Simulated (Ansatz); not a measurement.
Input, command and steps of an Ansatz relaxation.

```yaml
crystal:
  lattice:
    - [0.0, -5.7803992521, 0.0]
    - [5.010483099, -2.890199626, 5.3980600043]
    - [-5.010483099, -2.890199626, 5.3980600043]
  atoms:
    - { symbol: In, position: [0.3349737988, 0.9938307399, 0.9942958087] }
    - { symbol: In, position: [0.8344765043, 0.4943590611, 0.490962678] }
    - { symbol: In, position: [0.9330426702, 0.7380935838, 0.7433825737] }
    - { symbol: In, position: [0.4310714245, 0.2428711048, 0.2430199094] }
    - { symbol: Ga, position: [0.3383989115, 0.6628944734, 0.3342972259] }
    - { symbol: Ga, position: [0.8413953267, 0.1663495838, 0.8264502148] }
    - { symbol: Ga, position: [0.3461128256, 0.3245672757, 0.6640820968] }
    - { symbol: Ga, position: [0.8423316228, 0.8286635879, 0.1695390484] }
    - { symbol: Ga, position: [0.9191776303, 0.0717685398, 0.417576889] }
    - { symbol: Ga, position: [0.4201877278, 0.5742780631, 0.9182405231] }
    - { symbol: Ga, position: [0.915843235, 0.4204542275, 0.0760676363] }
    - { symbol: Ga, position: [0.4225896318, 0.9177818591, 0.5769808956] }
    - { symbol: "N", position: [0.6653759955, 0.3570068072, 0.0032913591] }
    - { symbol: "N", position: [0.164030025, 0.8607116449, 0.500660778] }
    - { symbol: "N", position: [0.6738331764, 0.9964207492, 0.3637244644] }
    - { symbol: "N", position: [0.7189531366, 0.2514398296, 0.6122536228] }
    - { symbol: "N", position: [0.2241034257, 0.7476295758, 0.1090870358] }
    - { symbol: "N", position: [0.7272202602, 0.6079369706, 0.2521383393] }
    - { symbol: "N", position: [0.2248779021, 0.1099787107, 0.7508796759] }
    - { symbol: "N", position: [0.6096404255, 0.69477192, 0.7018890904] }
    - { symbol: "N", position: [0.1028299929, 0.1980965602, 0.197151643] }
    - { symbol: "N", position: [0.7455118346, 0.947793943, 0.9501921268] }
    - { symbol: "N", position: [0.2486316388, 0.4463177361, 0.4415728065] }
  symmetry: { detect: false }
basis:
  ecutwfc: 420
kpoints:
  mp_grid: { grid: [3, 2, 2], shift: [0.0, 0.5, 0.5] }
hamiltonian:
  xc: pbe
scf:
  occupations: { method: gaussian, width: 0.1 }
  lower_state_search: "off"
output:
  forces: true
  stress: true
  eigenvalues: true
relax:
  adjacent_minimum: "off"
  f_tol: 0.04
  max_steps: 50
  cell: { stress_tol: 0.3 }
```

```bash
ansatz run input.yaml --threads 4 --pin off --max-ram 9216MiB --backend cpu --events-out ev --progress --plain --runs-dir out
```

Method: DFT PBE, scalar-relativistic, plane waves, PAW in Ansatz 0.2.0.

Of 6 frames 6 are shown, positions in Å and forces in eV/Å; the SCF threshold varies from step to step. Steps run on the plane waves of an earlier cell, with a Pulay correction in the pressure. The basis is chosen afresh for the last frame, the zero of the energies, and at times for earlier ones too; energy and pressure can step there, also at an unchanged geometry. Where two frames share a geometry here, they differ by under 2 meV/atom and 0.3 GPa.

```xyz
23
Lattice="0.0000 -5.7804 0.0000 5.0105 -2.8902 5.3981 -5.0105 -2.8902 5.3981" Properties=species:S:1:pos:R:3:forces:R:3 pbc="T T T" step=1 free_energy_over_end_meV_per_atom=12.55 pressure_GPa=0.89
In   -0.0023   -7.6824   10.7320   -0.1965    0.1319    0.0827
In    0.0170   -7.6714    5.3188   -0.4507   -0.0852    0.2706
In   -0.0265   -9.6751    7.9971   -0.7425   -0.7226    0.3828
In   -0.0007   -3.8961    2.6229   -0.4625    0.2078   -0.1328
Ga    1.6464   -4.8382    5.3829    1.0418   -0.1401   -0.3160
Ga   -3.3074   -7.7330    5.3592   -0.0774    0.0004   -0.0926
Ga   -1.7011   -4.8581    5.3368    0.1401    0.6681    0.0715
Ga    3.3025   -7.7540    5.3884   -0.0716    0.2382   -0.4035
Ga   -1.7327   -6.7275    2.6415    0.3240   -0.0941    0.4377
Ga   -1.7234   -6.7425    8.0567    0.0158    0.2225    0.2643
Ga    1.7255   -6.7290    2.6803   -0.0290   -0.0045   -0.1013
Ga    1.7076   -6.7629    8.0688   -0.2211    0.4735   -0.1157
N     1.7723   -4.8875    1.9449    0.5304   -0.0872   -0.2032
N     1.8040   -4.8828    7.3488   -0.1553   -0.6211   -0.0399
N     3.1701   -7.8261    7.3421    0.2404    0.5959    0.0363
N    -1.8079   -6.6521    4.6623   -0.0356   -0.5297   -0.1923
N     3.1994   -3.7715    4.6246   -0.2568   -0.3271    0.1470
N     1.7827   -6.6894    4.6427    0.5216    0.2814    0.1239
N    -3.2112   -3.7879    4.6470    0.2399    0.0164    0.0996
N    -0.0357   -7.5606    7.5393    0.3182    0.2909   -0.3026
N     0.0047   -1.7367    2.1336    0.0604   -0.4557   -0.0462
N    -0.0120   -9.7949   10.2454    0.0386   -0.0315   -0.2343
N     0.0238   -4.0034    4.7929   -0.7723   -0.0282    0.2639
23
Lattice="0.0133 -5.7700 0.0148 4.9901 -2.9104 5.4073 -5.0088 -2.8873 5.4371" Properties=species:S:1:pos:R:3:forces:R:3 pbc="T T T" step=2 free_energy_over_end_meV_per_atom=3.28 pressure_GPa=0.24
In   -0.0177   -7.6813   10.7954    0.0288   -0.0605   -0.0781
In    0.0051   -7.6644    5.3746   -0.1278   -0.0616    0.2098
In   -0.1751   -9.8041    8.0410    0.0655   -0.0531    0.0569
In    0.0091   -3.8999    2.6540   -0.2198    0.0492    0.0145
Ga    1.6755   -4.8377    5.3993    0.5074   -0.0726   -0.0655
Ga   -3.3007   -7.7137    5.3962   -0.0377    0.0418   -0.1324
Ga   -1.7063   -4.8413    5.3844    0.1735    0.4453   -0.2777
Ga    3.3040   -7.7377    5.4049   -0.0766    0.1855   -0.0943
Ga   -1.7184   -6.7070    2.6720   -0.0698   -0.0301    0.3220
Ga   -1.6823   -6.7360    8.1237    0.0533   -0.1132    0.1284
Ga    1.7294   -6.7195    2.6906   -0.2068    0.1361    0.0522
Ga    1.6886   -6.7618    8.1017   -0.1396    0.1529   -0.1343
N     1.8200   -4.8780    1.9442    0.0883    0.0393   -0.0545
N     1.7613   -4.8980    7.3768   -0.1408   -0.3985    0.0167
N     3.1701   -7.8070    7.3705    0.2448    0.2171    0.0074
N    -1.8026   -6.6453    4.6915    0.0114   -0.2746   -0.0639
N     3.2021   -3.7754    4.6475   -0.2634   -0.2203    0.1086
N     1.7969   -6.6777    4.6586    0.2267    0.0731    0.0742
N    -3.2016   -3.7753    4.6746    0.0789   -0.0202    0.1912
N    -0.0276   -7.6230    7.5865    0.1213    0.1331   -0.1566
N    -0.0022   -1.7658    2.1488    0.1635   -0.1328   -0.0827
N    -0.0167   -9.7916   10.2737   -0.0281   -0.0648   -0.0366
N     0.0133   -4.0116    4.8459   -0.4528    0.0291   -0.0052
23
Lattice="0.0368 -5.7856 0.0265 4.9913 -2.9495 5.4218 -5.0118 -2.8857 5.4750" Properties=species:S:1:pos:R:3:forces:R:3 pbc="T T T" step=3 free_energy_over_end_meV_per_atom=0.71 pressure_GPa=0.08
In    0.0088   -7.7425   10.8463   -0.0503   -0.0335   -0.0214
In    0.0139   -7.6970    5.4468    0.0189   -0.0118    0.0353
In   -0.1889   -9.9077    8.0745   -0.1185   -0.0216   -0.0401
In    0.0176   -3.8770    2.6608    0.0240    0.0181    0.0477
Ga    1.7081   -4.8732    5.4386    0.0160   -0.0389    0.0573
Ga   -3.2869   -7.7196    5.4246   -0.0576    0.0343   -0.0051
Ga   -1.6678   -4.8219    5.3245    0.0089    0.0281    0.1015
Ga    3.3169   -7.7794    5.4303    0.0954    0.0041   -0.0154
Ga   -1.7174   -6.7247    2.7159   -0.0239   -0.0705   -0.0250
Ga   -1.6374   -6.8141    8.2255   -0.0439    0.1244   -0.1362
Ga    1.6731   -6.6656    2.7442    0.0779   -0.0769   -0.0634
Ga    1.7001   -6.8132    8.1349   -0.0666    0.0258   -0.0253
N     1.8369   -4.8544    1.9425    0.0224   -0.1096    0.1300
N     1.7451   -4.9726    7.4170    0.0648    0.0428   -0.0128
N     3.2081   -7.8456    7.4097   -0.0572   -0.0165    0.0233
N    -1.7736   -6.6768    4.7232   -0.0364    0.0704   -0.0502
N     3.2050   -3.8303    4.7018    0.0390   -0.0442   -0.0257
N     1.8224   -6.7071    4.7035   -0.0913    0.0441   -0.0296
N    -3.1948   -3.7734    4.7118    0.0675   -0.0694   -0.0346
N     0.0012   -7.6953    7.6356    0.0288   -0.0068    0.0425
N    -0.0142   -1.7661    2.1461    0.0863    0.0915   -0.0260
N    -0.0054   -9.8556   10.3090    0.0349    0.0342    0.0829
N     0.0342   -4.0153    4.8513   -0.0391   -0.0178   -0.0097
23
Lattice="0.0377 -5.7777 0.0199 4.9946 -2.9402 5.4153 -5.0085 -2.8748 5.4632" Properties=species:S:1:pos:R:3:forces:R:3 pbc="T T T" step=4 free_energy_over_end_meV_per_atom=0.27 pressure_GPa=0.03
In    0.0082   -7.7198   10.8144   -0.0066    0.0103   -0.0036
In    0.0181   -7.6807    5.4348   -0.0067   -0.0045    0.0152
In   -0.2021   -9.8949    8.0512    0.0966    0.1003    0.0292
In    0.0205   -3.8715    2.6614   -0.0066    0.0016   -0.0092
Ga    1.7144   -4.8620    5.4288    0.0189    0.0024   -0.0207
Ga   -3.2867   -7.7037    5.4116    0.0111   -0.0058    0.0030
Ga   -1.6673   -4.8099    5.3321   -0.0024   -0.0053   -0.0526
Ga    3.3259   -7.7632    5.4201   -0.0188   -0.0238    0.0075
Ga   -1.7094   -6.7179    2.7037   -0.0030    0.0116   -0.0028
Ga   -1.6385   -6.7590    8.1810   -0.0073   -0.0710    0.0480
Ga    1.6999   -6.6673    2.7279   -0.0664   -0.0199    0.0193
Ga    1.6998   -6.7947    8.1196    0.0036   -0.0168   -0.0186
N     1.8429   -4.8550    1.9458   -0.0071    0.0109   -0.0275
N     1.7512   -4.9535    7.4046   -0.0080    0.0018    0.0043
N     3.2092   -7.8272    7.3969    0.0078   -0.0054    0.0244
N    -1.7734   -6.6584    4.7095   -0.0022   -0.0020    0.0152
N     3.2083   -3.8173    4.6809    0.0012    0.0028    0.0012
N     1.8223   -6.6936    4.6913    0.0180   -0.0010   -0.0263
N    -3.1870   -3.7666    4.7010   -0.0027    0.0017    0.0109
N     0.0002   -7.6766    7.6246   -0.0030    0.0023    0.0035
N     0.0024   -1.7571    2.1346   -0.0013    0.0061   -0.0018
N     0.0031   -9.8296   10.2937   -0.0036    0.0028   -0.0362
N     0.0335   -4.0076    4.8497   -0.0116    0.0011    0.0175
23
Lattice="0.0342 -5.7823 0.0203 4.9956 -2.9397 5.4177 -5.0108 -2.8804 5.4637" Properties=species:S:1:pos:R:3:forces:R:3 pbc="T T T" step=5 free_energy_over_end_meV_per_atom=0.20 pressure_GPa=-0.04
In    0.0060   -7.7256   10.8184    0.0012    0.0057    0.0082
In    0.0140   -7.6874    5.4356   -0.0056   -0.0035    0.0065
In   -0.1884   -9.8838    8.0590   -0.0054   -0.0095   -0.0044
In    0.0175   -3.8757    2.6616   -0.0120   -0.0009   -0.0032
Ga    1.7125   -4.8666    5.4284    0.0095   -0.0043   -0.0145
Ga   -3.2908   -7.7135    5.4134    0.0065   -0.0023    0.0077
Ga   -1.6711   -4.8165    5.3311    0.0119    0.0131   -0.0086
Ga    3.3230   -7.7699    5.4215   -0.0097    0.0039    0.0005
Ga   -1.7134   -6.7237    2.7039    0.0040    0.0067    0.0081
Ga   -1.6464   -6.7754    8.1875   -0.0118    0.0071   -0.0004
Ga    1.6923   -6.6783    2.7286   -0.0022   -0.0050    0.0026
Ga    1.6990   -6.7965    8.1211   -0.0006    0.0072   -0.0073
N     1.8374   -4.8632    1.9467    0.0118    0.0010   -0.0097
N     1.7537   -4.9548    7.4052   -0.0025   -0.0066    0.0062
N     3.2066   -7.8325    7.4003    0.0084    0.0003   -0.0005
N    -1.7783   -6.6657    4.7112   -0.0031   -0.0056   -0.0010
N     3.2075   -3.8201    4.6836   -0.0037   -0.0038    0.0083
N     1.8194   -6.7003    4.6911    0.0096    0.0100    0.0023
N    -3.1909   -3.7716    4.7007    0.0004   -0.0006    0.0054
N    -0.0017   -7.6737    7.6256    0.0047    0.0002   -0.0008
N    -0.0013   -1.7605    2.1354    0.0020   -0.0043   -0.0053
N    -0.0006   -9.8367   10.2980   -0.0034   -0.0040   -0.0143
N     0.0306   -4.0111    4.8510   -0.0101   -0.0047    0.0141
23
Lattice="0.0342 -5.7823 0.0203 4.9956 -2.9397 5.4177 -5.0108 -2.8804 5.4637" Properties=species:S:1:pos:R:3:forces:R:3 pbc="T T T" step=6 free_energy_over_end_meV_per_atom=0.00 pressure_GPa=-0.02
In    0.0060   -7.7256   10.8184    0.0012    0.0057    0.0083
In    0.0140   -7.6874    5.4356   -0.0055   -0.0035    0.0066
In   -0.1884   -9.8838    8.0590   -0.0053   -0.0095   -0.0043
In    0.0175   -3.8757    2.6616   -0.0120   -0.0009   -0.0031
Ga    1.7125   -4.8666    5.4284    0.0096   -0.0043   -0.0147
Ga   -3.2908   -7.7135    5.4134    0.0066   -0.0022    0.0076
Ga   -1.6711   -4.8165    5.3311    0.0122    0.0130   -0.0088
Ga    3.3230   -7.7699    5.4215   -0.0095    0.0037    0.0002
Ga   -1.7134   -6.7237    2.7039    0.0039    0.0064    0.0079
Ga   -1.6464   -6.7754    8.1875   -0.0120    0.0071   -0.0008
Ga    1.6923   -6.6783    2.7286   -0.0025   -0.0051    0.0025
Ga    1.6990   -6.7965    8.1211   -0.0011    0.0071   -0.0073
N     1.8374   -4.8632    1.9467    0.0122    0.0012   -0.0097
N     1.7537   -4.9548    7.4052   -0.0024   -0.0067    0.0063
N     3.2066   -7.8325    7.4003    0.0085    0.0004   -0.0002
N    -1.7783   -6.6657    4.7112   -0.0032   -0.0055   -0.0010
N     3.2075   -3.8201    4.6836   -0.0037   -0.0037    0.0087
N     1.8194   -6.7003    4.6911    0.0096    0.0102    0.0025
N    -3.1909   -3.7716    4.7007    0.0004   -0.0005    0.0052
N    -0.0017   -7.6737    7.6256    0.0047    0.0001   -0.0007
N    -0.0013   -1.7605    2.1354    0.0020   -0.0042   -0.0052
N    -0.0006   -9.8367   10.2980   -0.0035   -0.0041   -0.0143
N     0.0306   -4.0111    4.8510   -0.0101   -0.0047    0.0143
```

Time: 95 s on 4 threads of Intel(R) Xeon(R) Processor @ 2.50GHz (Skylake/Cascade Lake), with other jobs on the host, peak memory 1.1 GiB.

The k mesh is coarse.